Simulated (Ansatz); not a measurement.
Si₂H₂O₃:
Space group R-3, hexagonal axes (No. 148); a = 8.9319 Å, b = 8.9319 Å, c = 14.8625 Å, α = 90.00°, β = 90.00°, γ = 120.00°

| atom | site | symmetry | x | y | z |
|---|---|---|---|---|---|
| Si | 18f | 1 | 0.1217 | 0.3432 | 0.1061 |
| Si | 6c | 3. | 0.0000 | 0.0000 | 0.3181 |
| H | 18f | 1 | 0.0082 | 0.1678 | 0.0737 |
| H | 6c | 3. | 0.0000 | 0.0000 | 0.2202 |
| O | 18f | 1 | 0.1971 | 0.0826 | 0.3546 |
| O | 18f | 1 | 0.0097 | 0.4122 | 0.1595 |
(The calculation used a cell of 28 atoms; values per cell refer to that cell.)

Relaxed with r²SCAN+D4.

Q: Tabulate the valence density and the electron localisation function along the shortest Si–O contact (1.62 Å), r²SCAN+D4 in the plane-wave PAW code Ansatz.

A: 

```csv
distance from Si (Å),density (e/Å³),ELF
0.16,0.06,0.27
0.24,0.10,0.14
0.32,0.16,0.12
0.41,0.25,0.18
0.49,0.39,0.34
0.57,0.55,0.53
0.65,0.74,0.69
0.73,0.96,0.79
0.81,1.24,0.84
0.89,1.57,0.85
0.97,2.04,0.85
1.05,2.70,0.83
1.13,3.57,0.80
1.22,4.55,0.72
1.30,5.53,0.61
1.38,6.39,0.46
1.46,7.07,0.31
```

The density is the valence pseudo-density with augmentation charge, so density and ELF within about 1 Å of a nucleus are not all-electron values.

The first step of the workflow began from a Materials Project structure, measured or hypothetical; the Crystallography Open Database files this formula in space group No. 148, but the cells were not matched. Its standing as an ambient phase is unchecked. The cell was relaxed with r²SCAN+D4 under the symmetry of its start; whether a distortion lowers the energy is not shown.

Potentials: the later of the program's two PAW sets.
